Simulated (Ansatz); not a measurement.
ZnSe2O5: input and output

input.yaml (Ansatz 0.2.0)

```yaml
crystal:
  lattice:
    - [0.0, 4.892883, 0.0]
    - [6.222679, -2.446441, 0.0]
    - [3.00176, 0.0, -7.447211]
  atoms:
    - { symbol: Se, position: [0.2044, 0.2798, 0.17017] }
    - { symbol: Se, position: [0.9246, 0.7202, 0.32983] }
    - { symbol: Se, position: [0.7956, 0.7202, 0.82983] }
    - { symbol: Se, position: [0.0754, 0.2798, 0.67017] }
    - { symbol: Zn, position: [0.5, 0.0, 0.5] }
    - { symbol: Zn, position: [0.5, 0.0, 0.0] }
    - { symbol: O, position: [0.882, 0.0, 0.25] }
    - { symbol: O, position: [0.118, 0.0, 0.75] }
    - { symbol: O, position: [0.4009, 0.2512, 0.3407] }
    - { symbol: O, position: [0.1497, 0.7488, 0.1593] }
    - { symbol: O, position: [0.5991, 0.7488, 0.6593] }
    - { symbol: O, position: [0.8503, 0.2512, 0.8407] }
    - { symbol: O, position: [0.3987, 0.2524, 0.0126] }
    - { symbol: O, position: [0.1463, 0.7476, 0.4874] }
    - { symbol: O, position: [0.6013, 0.7476, 0.9874] }
    - { symbol: O, position: [0.8537, 0.2524, 0.5126] }
  symmetry: { tolerance: 0.0003 }
kpoints:
  mp_grid: { grid: [5, 5, 3], shift: [0, 0, 0] }
magnetization:
  spin_polarized: false
scf:
  occupations: { method: fermi_dirac, width: 0.0159 }
  lower_state_search: "off"
  max_iter: 200
hamiltonian:
  pseudopotentials: { kind: paw }
  xc: r2scan
basis:
  ecutwfc: 500
  fft_grid_basis: typed
output:
  forces: true
  stress: true
  eigenvalues: true
  bader: true
  populations: true
  elf: true
  write_potential: true
  volumetric_format: npy
  dos:
    e_range: [-12, 8]
    de: 0.05
    projected: { site_lists: { O: [O], Se: [Se], Zn: [Zn] } }
checkpoint:
  read: saved_state
```

The saved state is an earlier solution for the same cell, perhaps on another mesh. 

Parts of the output:

```
SCF iter   1: F=-34239.0526 eV  Δρ=1.33e-3  dr2=7.10e-4  dr2_τ=7.11e-4
SCF iter   2: F=-34239.0529 eV  Δρ=7.09e-4  dr2=2.49e-4  dr2_τ=2.54e-4
SCF iter   3: F=-34239.0529 eV  Δρ=1.65e-4  dr2=5.62e-5  dr2_τ=5.56e-6
SCF iter   4: F=-34239.0528 eV  Δρ=6.79e-5  dr2=6.21e-6  dr2_τ=1.88e-6
SCF iter   5: F=-34239.0528 eV  Δρ=2.41e-5  dr2=9.20e-7  dr2_τ=1.26e-7
SCF iter   6: F=-34239.0528 eV  Δρ=1.13e-5  dr2=1.93e-7  dr2_τ=2.84e-8
SCF iter   7: F=-34239.0528 eV  Δρ=3.51e-6  dr2=2.43e-8  dr2_τ=1.32e-9
Free energy (F): -34239.0528 eV
Harris-Foulkes:  -34239.0528 eV  (|F-HF|=1.53e-8)
Internal energy: -34239.0528 eV  (E = F + TS)
E sigma→0 (E₀):  -34239.0528 eV
Fermi energy:    7.0305 eV
--- Per-component energies (eV) ---
  E_band       = -2027.0917
  E_kinetic    = 2483.5996
  E_local      = -18785.2662  (includes V_loc(G=0)·N_el)
  E_nonlocal   = -621.9235
  E_hartree    = 8397.1808
  E_xc         = -1360.9125
  E_vxc        = -1574.1534  (∫ρ·V_xc dr)
  E_paw        = -13033.8301  (= ΣΔE_a)
  E_vpaw       = -421.3820  (= ΣTr[D̂ρ^β])
  E_aug_tail   = 0.0093  (compensation charges beyond the density's cutoff)
  E_vtau       = 97.6640  (kinetic-family band-sum trace: ∫τ·v_τ [+ j·A + Jᵃ·Aᵃ] dr)
  E_ewald      = -11310.1665
  E_core_change = -7.7437  (= ΣΔE_core)
  E_smearing   =  0.0000  (= −TS)
--- Forces (eV/Å), atoms counted from 1 ---
  atom   1  Se     0.4452     0.0184     0.1653
  atom   2  Se    -0.4452     0.0184    -0.1653
  atom   3  Se    -0.4452    -0.0184    -0.1653
  atom   4  Se     0.4452    -0.0184     0.1653
  atom   5  Zn     0.0000     0.0000     0.0000
  atom   6  Zn     0.0000     0.0000     0.0000
  atom   7  O      0.0000    -0.2043     0.0000
  atom   8  O      0.0000     0.2043     0.0000
  atom   9  O     -0.0121    -0.2609     0.3534
  atom  10  O      0.0121    -0.2609    -0.3534
  atom  11  O      0.0121     0.2609    -0.3534
  atom  12  O     -0.0121     0.2609     0.3534
  atom  13  O      0.2247    -0.2117    -0.2039
  atom  14  O     -0.2247    -0.2117     0.2039
  atom  15  O     -0.2247     0.2117     0.2039
  atom  16  O      0.2247     0.2117    -0.2039
--- Stress (GPa, compression-positive) ---
        2.9708       0.0000       1.2248
        0.0000       1.2154       0.0000
        1.2248       0.0000      -0.0809
  P = ⅓ Tr σ = 1.3684 GPa (13.684 kbar)
--- Löwdin populations: 16 sites ---
  site symbol       q [e]
     0     Se     14.3560
     1     Se     14.3560
     2     Se     14.3560
     3     Se     14.3560
     4     Zn     10.4911
     5     Zn     10.4911
     6      O      6.7536
     7      O      6.7536
     8      O      6.8668
     9      O      6.8668
    10      O      6.8668
    11      O      6.8668
    12      O      6.8739
    13      O      6.8739
    14      O      6.8739
    15      O      6.8739
  spilling = 0.0076 (of n_electrons = 148.0000)
```

Origin: a known structure type with other elements, at an estimated volume, so it need not be a known compound.
